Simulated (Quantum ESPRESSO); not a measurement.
Al2GeZnN4, a curve over one atom's position

Simulated, not a measurement. The program is pw.x of Quantum ESPRESSO 7.5 (plane-wave density functional theory). The cell is made up: 8 atoms on a zincblende/diamond lattice, with randomly drawn elements, strain and displacements, not relaxed. PseudoDojo standard norm-conserving files (v0.5 for PBE, v0.4.1 for LDA and PBEsol) set the functional; there is no spin polarisation, spin-orbit coupling or dispersion term, and the masses in the input are unused placeholders.

Seven runs move atom 5 (N, counted in the order of the input) along y and keep all else fixed.

Input of the run at +0.0231:

```
&control calculation='scf', pseudo_dir='./dojo.nc.sr.pbe.v0_5.standard.upf', outdir='./o', tprnfor=.true., tstress=.true. /
&system ibrav=0, nat=8, ntyp=4, nbnd=36, ecutwfc=84.00895049, nosym=.true., tot_charge=0,
 occupations='smearing', smearing='fd', degauss=0.0018374661
/
&electrons conv_thr=7.350e-09, electron_maxstep=60, /
ATOMIC_SPECIES
Al 1.0 Al.upf
Ge 1.0 Ge.upf
N 1.0 N.upf
Zn 1.0 Zn.upf
CELL_PARAMETERS angstrom
4.5202 0.0 0.0
0.0 4.5202 0.0
0.0 0.0 4.5202
ATOMIC_POSITIONS angstrom
Al -0.0016 0.0186 -0.1049
Ge -0.0328 2.2591 2.1923
Al 2.2966 -0.012 2.2562
Zn 2.2089 2.2727 0.0472
N 1.0964 1.1099 1.1722
N 1.135 3.4317 3.3812
N 3.4341 1.1193 3.4215
N 3.3802 3.3677 1.1735
K_POINTS automatic
4 4 4 1 1 1
```

| shift of atom 5 along y (Å) | free energy less that of the input shown (eV) | Fx on atom 5 (eV/Å) | Fy on atom 5 (eV/Å) | Fz on atom 5 (eV/Å) | pressure (GPa) | iterations |
| --- | --- | --- | --- | --- | --- | --- |
| -0.1333 | 0.0239 | -0.841 | 1.321 | 0.125 | -5.23 | 11 |
| -0.1084 | -0.0045 | -0.820 | 0.961 | 0.159 | -5.29 | 11 |
| -0.0534 | -0.0349 | -0.776 | 0.138 | 0.226 | -5.32 | 13 |
| +0.0231 | 0.0000 | -0.709 | -1.058 | 0.299 | -5.06 | 13 |
| +0.1152 | 0.1658 | -0.612 | -2.549 | 0.351 | -4.29 | 12 |
| +0.1519 | 0.2704 | -0.565 | -3.149 | 0.360 | -3.84 | 12 |
| +0.1878 | 0.3939 | -0.514 | -3.735 | 0.362 | -3.32 | 12 |

A cubic fit gives dFy/dy = -15.78 eV/Å² at zero shift. Across the table the free energy follows the integral of the force to within 0.1 meV. A rerun of one of the cells at 1437 eV and a 6 x 6 x 6 mesh moved values by no more than 0.003 eV in energy, 0.02 GPa in stress and 0.002 eV/Å in force.